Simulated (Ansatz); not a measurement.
The cell below belongs to a search over invented structures; it isn't taken from experiment.

Input and command of a plane-wave DFT calculation in Ansatz:

```yaml
crystal:
  lattice:
    - [3.03312713, 1.75117677, 4.80242205]
    - [-3.03312713, 1.75117677, 4.80242205]
    - [0.0, -3.50235353, 4.80242205]
  atoms:
    - { symbol: Sr, position: [0.0, 0.0, 0.0] }
    - { symbol: Sr, position: [0.5, 0.5, 0.5] }
    - { symbol: Be, position: [0.22070633, 0.22070633, 0.22070633] }
    - { symbol: Be, position: [0.77929367, 0.77929367, 0.77929367] }
    - { symbol: Te, position: [0.5, 0.5, 0.0] }
    - { symbol: Te, position: [0.0, 0.5, 0.5] }
    - { symbol: Te, position: [0.5, 0.0, 0.5] }
basis:
  ecutwfc: 420
kpoints:
  mp_grid: { grid: [3, 3, 3] }
hamiltonian:
  xc: pbe
scf:
  occupations: { method: gaussian, width: 0.2 }
  lower_state_search: "off"
output:
  forces: true
  stress: true
  eigenvalues: true
relax:
  adjacent_minimum: "off"
  f_tol: 0.08
  max_steps: 16
  cell: { stress_tol: 0.8 }
```

```bash
ansatz run input.yaml --threads 1 --pin off --max-ram 2560MiB --backend cpu --events-out ev --progress --plain --runs-dir out
```

Processor: Intel(R) Xeon(R) Processor @ 2.50GHz (Skylake/Cascade Lake), 1 thread, on a host shared with other jobs.

Estimate time, memory and problem size.

About 2.6 min, peak memory 0.5 GiB. It solves 44 bands at 6 k points (after reduction by symmetry) with about 4761 plane waves (on the last cell), in 90 SCF iterations over 14 ionic steps.
